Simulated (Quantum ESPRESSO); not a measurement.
TaAl6Mo, a guest atom moved from site to site

Simulated, not a measurement. The program is pw.x of Quantum ESPRESSO 7.5 (plane-wave density functional theory). The cell is made up: eight metal atoms on a hexagonal close-packed lattice, with elements, volume, strain and displacements drawn at random and not relaxed, so it may be unstable or far from any real phase. PseudoDojo standard norm-conserving files set the functional (PBE unless stated); there is no spin polarisation or spin-orbit coupling, the Fermi-Dirac width of 0.25 eV means electrons at about 2900 K, and the masses in the input are unused placeholders. Heavy elements are run without spin-orbit coupling, which real alloys of them have. A spin test at this wide smearing found no moment, but such smearing suppresses magnetism that the real alloy may have.

The runs move one Mo atom among sites that otherwise hold Al. Cell, positions, cutoff, mesh and smearing stay as in the input of run 1; sites are counted in its order. Stress in the tables is positive in tension.

Input of run 1:

```
&control calculation='scf', pseudo_dir='./dojo.nc.sr.pbe.v0_5.standard.upf', outdir='./o', disk_io='minimal', tprnfor=.true., tstress=.true. /
&system ibrav=0, nat=8, ntyp=3, nbnd=33, ecutwfc=79.96652505, nosym=.true., tot_charge=0,
 occupations='smearing', smearing='fd', degauss=0.0183746611
/
&electrons conv_thr=1.470e-08, electron_maxstep=70, mixing_beta=0.5 /
ATOMIC_SPECIES
Al 1.0 Al.upf
Mo 1.0 Mo.upf
Ta 1.0 Ta.upf
CELL_PARAMETERS angstrom
4.344 -2.582 -0.0706
-2.8315 -0.0165 -4.5305
2.8597 5.1011 0.0002
ATOMIC_POSITIONS angstrom
Ta -0.016 -0.0043 -0.0085
Al 1.5923 2.5248 0.0456
Al 0.1022 1.563 -2.2372
Mo 1.46 4.1461 -2.0995
Al 2.9316 0.0427 -0.1085
Al 4.314 2.5999 -0.0347
Al 1.3312 -0.9357 -2.1894
Al 2.9622 1.5971 -2.2205
K_POINTS automatic
6 6 5 1 1 1
```

| run | elements on sites 1 to 8 | free energy less that of run 1 (eV) | -TS (eV) | pressure (GPa) | stress xx (GPa) | stress yy (GPa) | stress zz (GPa) | stress yz (GPa) | stress xz (GPa) | stress xy (GPa) | iterations |
| --- | --- | --- | --- | --- | --- | --- | --- | --- | --- | --- | --- |
| 1 | Ta Al Al Mo Al Al Al Al | 0.000 | -0.964 | -3.08 | 3.54 | 6.85 | -1.16 | 2.64 | -0.60 | -0.15 | 11 |
| 2 | Ta Al Al Al Al Mo Al Al | -0.692 | -0.822 | -4.02 | 3.64 | 6.70 | 1.71 | 2.10 | -0.75 | 0.84 | 11 |
| 3 | Ta Al Al Al Al Al Mo Al | -0.064 | -0.982 | -3.12 | 4.34 | 5.66 | -0.63 | 0.68 | -0.53 | 0.94 | 12 |
| 4 | Ta Al Al Al Al Al Al Mo | -0.602 | -0.855 | -4.54 | 4.82 | 8.09 | 0.70 | 4.32 | -3.98 | 1.42 | 11 |

Forces Fx Fy Fz (eV/Å):

| site | run 1 | run 2 | run 3 | run 4 |
| --- | --- | --- | --- | --- |
| 1 | -0.11 0.45 1.04 | 0.17 0.62 0.74 | 0.36 0.33 0.93 | 0.48 0.23 1.13 |
| 2 | -0.87 -0.15 0.05 | -0.74 -0.12 0.55 | -0.95 -0.01 0.69 | -0.63 -0.21 0.69 |
| 3 | -0.13 0.47 0.02 | 0.06 0.41 -0.35 | -0.13 0.10 -0.15 | -0.21 0.72 0.13 |
| 4 | -0.12 -0.04 -0.76 | -0.70 0.31 -1.22 | -0.46 0.30 -1.14 | -0.82 0.11 -1.06 |
| 5 | -0.25 -0.67 0.86 | 0.14 -0.65 0.34 | 0.14 -0.72 0.73 | 0.07 -0.78 0.18 |
| 6 | 0.55 -0.17 0.62 | 0.21 -0.65 1.71 | 0.22 -0.07 0.45 | 0.75 -0.36 0.65 |
| 7 | 0.79 -0.21 -0.96 | 0.94 -0.22 -0.89 | 0.89 0.11 -0.53 | 0.69 -0.03 -1.21 |
| 8 | 0.14 0.32 -0.87 | -0.07 0.31 -0.87 | -0.08 -0.04 -0.99 | -0.34 0.32 -0.51 |

The sites are displaced and not relaxed, so the energy differences mix bonding between neighbours with strain and are not ordering energies. A rerun of one cell of this series at a higher cutoff and on a denser mesh moved values by no more than 0.004 eV in energy, 0.04 GPa in stress and 0.006 eV/Å in force, and a second program with other atomic files agreed on that cell to 2 % rms in force and 0.5 GPa in pressure.